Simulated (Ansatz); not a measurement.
Data:

ScIr$_{2}$:
```xyz
6
Lattice="0.0000 3.6793 3.6793 3.6793 0.0000 3.6793 3.6793 3.6793 0.0000" Properties=species:S:1:pos:R:3 pbc="T T T"
Ir     0.9198     0.9198     0.9198
Ir     0.9198     2.7595     2.7595
Ir     2.7595     2.7595     0.9198
Ir     2.7595     0.9198     2.7595
Sc     3.6793     3.6793     3.6793
Sc     5.5190     5.5190     5.5190
```

This is the r²SCAN-relaxed structure.

### Question
All from DFT-r²SCAN in the program Ansatz with PAW potentials, unless another level is named. Estimate the formation energy from the elements (no fitted shifts).

### Answer
-0.82 eV/atom.

### Question
Predict the density of states at the Fermi level.

### Answer
0.54 states/eV per atom (mean over ±0.08 eV).

### Question
Next, the gap with spin–orbit coupling?

### Answer
none (metallic).

Space group Fd-3m (cubic Laves (MgCu2 type)). The workflow started from an entry of the Crystallography Open Database (COD). Whether it is the stable phase at ambient conditions was not checked. The cell was relaxed with r²SCAN under the symmetry of its start; whether a distortion lowers the energy is not shown. The run is not spin-polarised. The references are the lowest solids computed at this level, not always the standard phases. Spin–orbit coupling is left out wherever it is not named.

Potentials: the later of the program's two PAW sets.
